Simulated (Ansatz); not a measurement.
YTiGe in space group P4/nmm (No. 129; Y on 2c, Ti on 2a, Ge on 2c), r²SCAN in the plane-wave PAW code Ansatz, all energies at zero smearing, with the estimated change up to a 700 eV cutoff added, with one set of potentials and settings (totals compare only within such a set). Cell of 6 atoms (2 Y, 2 Ti, 2 Ge): -21338.969 eV.

```csv
element,reference phase,E (eV/atom)
Y,"P6_3/mmc, 2 atoms in the cell",-3859.7073
Ti,"P6/mmm, 3 atoms in the cell",-2504.3896
Ge,"Fd-3m, 2 atoms in the cell",-4302.9041
```

Formation energy per atom, worked out: (-21338.969 − 2×(-3859.7073) − 2×(-2504.3896) − 2×(-4302.9041))/6 = -0.828 eV/atom (-80 kJ per mol of atoms), at 0 K, without zero-point energy or fitted corrections.

The workflow started from a Materials Project entry (that database holds measured and hypothetical structures alike); the Crystallography Open Database files this formula in space group No. 129, but the cells were not matched. Whether it is the stable phase at ambient conditions was not checked. The r²SCAN relaxation kept the symmetry of its start, as lowered by the spin order; its stability against distortions is not shown here. The final state is ferrimagnetic, chosen from 2 collinear starts compared on coarse meshes (ties went to the first, and starts can fall back to one state), not a proven ground state. Other orbital occupations within this spin state were not tried. The references are the lowest solids computed at this level, not always the standard phases.

Potentials: the later of the program's two PAW sets.
